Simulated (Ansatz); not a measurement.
## Trial structures of SmO3: starts and ends

All numbers below come from DFT PBE, scalar-relativistic, plane waves, PAW, and for the lanthanide a 4f-in-core norm-conserving potential (Ansatz 0.2.0). Settings: cutoff 690 eV, Γ-centred meshes spaced at most about 0.3 Å⁻¹, and about 0.25 Å⁻¹ or finer for metals (2π included), Gaussian smearing. No spin polarisation in the final relaxations.

Each guess was relaxed in cell and atoms at zero pressure, within the symmetry of its start. All energies are static (0 K, no zero-point motion). Coordination counts O atoms around Sm (those within 1.25 times the shortest such distance or 1.15 times the sum of covalent radii, 1.27 where that leaves under three; a plus sign parts nearer from farther groups).

```csv
guess,made from,start group,V start (Å³/atom),end group,V end (Å³/atom),coordination at the end,gap on mesh (eV),E over the lowest end (meV/atom)
1,Li3Pt type,Fm-3m,14.9,Fm-3m (BiF3 (D0_3)),11.3,Sm 8+6,0,270
2,Sn3Pb type,Pmmm,14.0,Pmmm,36.8,Sm 2+4,0,225
3,Mg3Cd type,P-6m2,16.1,P-6m2,16.2,Sm 2+6,0,0
4,Er3Mg type,P4/mmm,17.4,P4/mmm,13.8,Sm 2+8,0,41
5,random cell,Im-3m,14.5,Im-3m,12.9,Sm 6,0,146
6,random cell,P6/mmm,14.7,?,?,?,?,?
7,NbRh3 type,Pm-3m,14.1,Pm-3m,11.2,Sm 12,0,187
```

Guess 6 as it starts:

```yaml
crystal:
  lattice:
    - [3.74608, 0.00000, 0.00000]
    - [-1.87304, 3.24420, 0.00000]
    - [0.00000, 0.00000, 4.84552]
  atoms:
    - { symbol: Sm, position: [0.00000, 0.00000, 0.00000] }
    - { symbol: O, position: [0.50000, 0.00000, 0.50000] }
    - { symbol: O, position: [0.00000, 0.50000, 0.50000] }
    - { symbol: O, position: [0.50000, 0.50000, 0.50000] }
```

Question: Predict the end of this guess and its energy over the lowest end.

Answer: It ends in space group P6/mmm (No. 191), with a = 4.130 Å, c = 3.152 Å, 11.6 Å³/atom and no gap. It lies 271 meV/atom over the lowest end, within the noise of guess 1 and so the highest of the set. Counting O atoms around Sm, this end has Sm 12 and the lowest (guess 3) has Sm 2+6. The lowest (guess 3) holds O–O pairs (shortest 1.48 Å, as in peroxide); in this end the shortest O–O distance is 2.06 Å.

```
CELL_PARAMETERS angstrom
4.12982 0.00000 0.00000
-2.06491 3.57653 0.00000
0.00000 0.00000 3.15150
ATOMIC_POSITIONS crystal
Sm 0.00000 0.00000 0.00000
O 0.50000 0.00000 0.50000
O 0.00000 0.50000 0.50000
O 0.50000 0.50000 0.50000
```

The zero of energy is the elements' standard structures at the same level (O₂ as a molecule); no fitted shifts are applied.

Question: Is the lowest end bound against the elements?

Answer: Yes: its formation energy is −1.51 eV/atom. It lies below the elements, which doesn't yet make it stable against other compounds or structures.

The k mesh leaves some 4 meV/atom of noise in the energy of each metallic cell. No dispersion correction is applied, so the spacing and binding between layers, chains or molecules are poorly described (Pmmm), and this can change margins and order among such cells. In P-6m2, P4/mmm, Im-3m, Pm-3m, Pmmm and others an odd number of valence electrons (the lanthanide is held trivalent, its 4f shell in the core) allows no gap without spin; another valence of the lanthanide, a larger cell or a magnetic state could open one. A magnetic state wasn't ruled out in cells without spin, among them P-6m2, P4/mmm, Pm-3m, Pmmm, Fm-3m. Cells relaxed within their symmetry can be saddle points. A lower structure may well exist outside this small set. Some candidate types were left out of the draw beforehand, so a known form may be missing.

The lanthanide is trivalent by construction, without f bands, f moments or other valences. The reference runs of the other elements, and any phases without the lanthanide, used 420 eV, which shifts energies against them by under 10 meV/atom. The lanthanide's reference is the lowest of its hcp, dhcp and fcc cells.
